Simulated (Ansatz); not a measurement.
ZnS, first-principles data

ZnS:
```xyz
12
Lattice="3.7429 0.0000 0.0000 -1.8714 3.2414 0.0000 0.0000 0.0000 18.3745" Properties=species:S:1:pos:R:3 pbc="T T T"
Zn     0.0000     2.1609    15.3115
Zn     1.8714     1.0805     6.1242
Zn     1.8714     1.0805    12.2535
Zn     0.0000     2.1609     3.0662
Zn     0.0000     0.0000     9.1877
Zn     0.0000     0.0000     0.0004
S      0.0000     2.1609    17.6045
S      1.8714     1.0805     8.4172
S      1.8714     1.0805    14.5457
S      0.0000     2.1609     5.3584
S      0.0000     0.0000    11.4858
S      0.0000     0.0000     2.2985
```

Space group P6_3mc (No. 186), 6H polytype; conventional cell a = 3.7429 Å, b = 3.7429 Å, c = 18.3745 Å, α = 90.00°, β = 90.00°, γ = 120.00°.

Method: the program Ansatz at the LDA level (PAW). The cell and atoms are relaxed at this level. Other levels are named where they apply.

Cell and energy:

* **Volume per atom**: 18.58 Å³
* **Density**: 4.35 g/cm³
* **Formation energy from the elements (no fitted shifts)**: -0.84 eV/atom

Electronic structure:

- Band gap: 2.15 eV (direct)
- Valence-band maximum: at Γ
- Conduction-band minimum: at Γ
- Electron effective mass: 0.17 mₑ (isotropic)
- Hole effective mass, band 1 of 2 at the edge: 1.5 along x, 1.4 along z (mₑ)
- Hole effective mass, band 2 of 2 at the edge: 0.16 along x, 1.4 along z (mₑ)

Mechanics:

- Bulk modulus (Birch–Murnaghan fit): 86.3 GPa
- Pressure derivative B′: 4.4
- Elastic constants (relaxed ions, GPa): C11 = 139, C12 = 66.8, C13 = 51.6, C33 = 159, C44 = 31.8
- Mechanical stability: stable (all eigenvalues of C positive)
- Hill bulk and shear moduli: 86.4 and 37.1 GPa
- Young's modulus: 97.5 GPa
- Poisson's ratio: 0.31
- Debye temperature from the elastic constants: 367 K
- Piezoelectric stress constants (proper, relaxed ions, C/m²): e15 = e24 = -0.10, e31 = e32 = -0.12, e33 = 0.18

Dielectric response:

* **Electronic dielectric constant ε∞ (DFPT)**: 6.15 (xx = yy), 6.20 (zz)
* **Static dielectric constant ε0 (ions relaxed, cell fixed)**: 8.71 (xx = yy), 8.87 (zz)
* **Born charges (a third of the trace)**: Zn +1.88 to +1.91, S -1.89 e

Phonons:

Highest zone-centre frequency (without LO–TO term): 348 cm⁻¹
Zone-centre stability: no imaginary mode at Γ
Dynamical stability on the path: stable (no imaginary branch)
Zero-point energy: 41.2 meV/atom
Vibrational entropy at 300 K: 28.8 J/(K·mol of atoms)

The first step of the workflow began from a Materials Project structure, measured or hypothetical. Its sites differ from those of the usual phase in this space group: another stacking or structure type. The LDA relaxation kept the symmetry of its start. Signs of piezoelectric constants follow the polarity of the cell as given. The references are the lowest solids computed at this level, not always the standard phases.

Potentials: the later of the program's two PAW sets.
